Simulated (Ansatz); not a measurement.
# GaAgWO in Ansatz, relaxation

Launch command:

```bash
ansatz run input.yaml --threads 2 --pin off --max-ram 2560MiB --backend cpu --events-out ev --progress --plain --runs-dir out
```

The input file (Ansatz 0.2.0, plane waves):

```yaml
crystal:
  lattice:
    - [3.50140276, 0.0, 0.0]
    - [0.0, 3.50140276, 0.0]
    - [0.0, 0.0, 9.73637934]
  atoms:
    - { symbol: Ga, position: [0.25, 0.25, 0.8912] }
    - { symbol: Ga, position: [0.75, 0.75, 0.1088] }
    - { symbol: Ag, position: [0.25, 0.25, 0.3447] }
    - { symbol: Ag, position: [0.75, 0.75, 0.6553] }
    - { symbol: W, position: [0.25, 0.25, 0.596] }
    - { symbol: W, position: [0.75, 0.75, 0.404] }
    - { symbol: O, position: [0.75, 0.25, 0.0] }
    - { symbol: O, position: [0.25, 0.75, 0.0] }
  symmetry: { tolerance: 0.0003 }
kpoints:
  mp_grid: { grid: [9, 9, 3], shift: [0, 0, 0] }
magnetization:
  spin_polarized: false
scf:
  occupations: { method: fermi_dirac }
  lower_state_search: "off"
hamiltonian:
  pseudopotentials: { kind: paw }
  xc: r2scan
basis:
  ecutwfc: 500
  fft_grid_basis: typed
relax:
  max_steps: 80
  cell: { p_target: 5.0 }
  f_tol: 0.03
output:
  forces: true
  stress: true
  eigenvalues: true
  bader: true
  populations: true
  elf: true
  write_potential: true
  volumetric_format: npy
  dos:
    e_range: [-12, 8]
    de: 0.05
    projected: { site_lists: { Ag: [Ag], Ga: [Ga], O: [O], W: [W] } }
  write_density: true
checkpoint:
  read: saved_state
```

Origin of the cell: a known structure type with other elements, at an estimated volume, so it need not be a known compound.

The smearing width isn't typed, so it takes its default of 0.1 eV.

The saved state is a converged single point of the same cell.

Steps («new basis» is an SCF on plane waves selected anew at the same cell):

```csv
step,ΔH (meV/atom),max force component (eV/Å),P (GPa),volume (Å³),SCF iterations,step was
1,0.0,5.382,11.85,119.37,8,accepted
2,-274.1,3.723,1.03,120.77,10,accepted
3,-524.0,2.638,-0.85,117.89,10,accepted
4,-692.9,1.647,2.95,113.16,10,accepted
5,-733.7,0.862,12.07,105.42,10,accepted
6,-743.3,0.224,4.27,108.67,10,accepted
7,-745.1,0.021,5.26,107.98,8,accepted
8,-745.3,0.056,5.16,107.99,6,accepted
9,-745.4,0.013,5.06,107.95,5,accepted
10,-745.4,0.001,5.00,107.99,7,accepted
11,-744.6,0.001,4.98,107.99,9,new basis
```

The starting structure.

Space group P4/nmm (No. 129); the run's cell has a = 3.501 Å, b = 3.501 Å, c = 9.736 Å, α = 90.00°, β = 90.00°, γ = 90.00°. Shortest distances: Ga–O 2.05 Å, Ag–W 2.45 Å, O–O 2.48 Å, Ga–W 2.87 Å, W–W 3.10 Å, Ga–Ga 3.26 Å.

The relaxed structure.

Space group P4/nmm (No. 129); the run's cell has a = 3.464 Å, b = 3.464 Å, c = 9.000 Å, α = 90.00°, β = 90.00°, γ = 90.00°. Shortest distances: Ga–O 2.00 Å, O–O 2.45 Å, W–W 2.70 Å, Ag–W 2.71 Å, Ag–Ga 2.80 Å, Ga–W 2.93 Å.

```yaml
crystal:
  lattice:
    - [3.46386, 0.00000, 0.00000]
    - [0.00000, 3.46386, 0.00000]
    - [0.00000, 0.00000, 9.00022]
  atoms:
    - { symbol: Ga, position: [0.25000, 0.25000, 0.88890] }
    - { symbol: Ga, position: [0.75000, 0.75000, 0.11110] }
    - { symbol: Ag, position: [0.25000, 0.25000, 0.26253] }
    - { symbol: Ag, position: [0.75000, 0.75000, 0.73747] }
    - { symbol: W, position: [0.25000, 0.25000, 0.56351] }
    - { symbol: W, position: [0.75000, 0.75000, 0.43649] }
    - { symbol: O, position: [0.75000, 0.25000, 0.00000] }
    - { symbol: O, position: [0.25000, 0.75000, 0.00000] }
```

- Enthalpy lowered by: 744.6 meV/atom
- Volume change: -9.53 %
- Final pressure: 4.98 GPa
- Relaxation steps listed: 11

Caveats: no moments, though an odd count or open d shells may carry them; no spin-orbit coupling, though heavy elements are present; the given cell is far from equilibrium, with atoms too close or a volume far off; the relaxation held the start's symmetry, so the end may be a saddle point.

It ran for 2.7 min on 2 threads of Intel(R) Xeon(R) 6975P-C (Granite Rapids), with other jobs on the host, peak memory 0.91 GiB, from a saved density.
